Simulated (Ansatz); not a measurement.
Relaxed BN (h-BN type, space group P6_3/mmc):

```
BN
1.0
    2.50644     0.00000     0.00000
   -1.25322     2.17064     0.00000
    0.00000     0.00000     6.61469
B N
2 2
Direct
  0.33333   0.66667   0.25000
  0.66667   0.33333   0.75000
  0.33333   0.66667   0.75000
  0.66667   0.33333   0.25000
```

In each cell atom 4 (N, nearest neighbour B at 1.447 Å; its periodic images, 2.5 Å or more away, move with it) moves by s·(-0.866, 0.500, 0.000) (towards the nearest neighbour), the rest being held.

Computed with PBE-D3(BJ) (plane waves to 420 eV, PAW, scalar-relativistic; Ansatz, an electronic-structure program). k mesh 12×12×4 (Γ-centred), Fermi-Dirac smearing 0.05 eV. The energy includes the smearing's −TS. BN was relaxed with its symmetry unable to fall. The zero of ΔE is the undisplaced structure.

| s (Å) | ΔE (meV/cell) |
|---|---|
| -0.140 | 346 |
| -0.112 | 229 |
| -0.084 | 133 |
| -0.056 | withheld |
| -0.028 | 16 |
| 0.000 | 0 |
| 0.028 | 17 |
| 0.056 | 68 |
| 0.084 | 159 |
| 0.112 | 290 |
| 0.140 | 468 |

Q: Fit a polynomial form (powers 2, 3, 4) to the given rows and predict ΔE at s = -0.056.

A: Least squares on the 10 given rows: ΔE = (20590)·s² + (22110)·s³ + (8797)·s⁴, in meV/cell with s in Å; root-mean-square residual 0.4 meV/cell. At -0.056 the fit gives 61 meV/cell; the calculation gives 61 meV/cell, the same to the digits shown. The quadratic term alone would give 65 meV/cell.

(For displaced atoms, the force is minus the slope of the energy, and its curvature is a force constant, which sets phonon frequencies.)
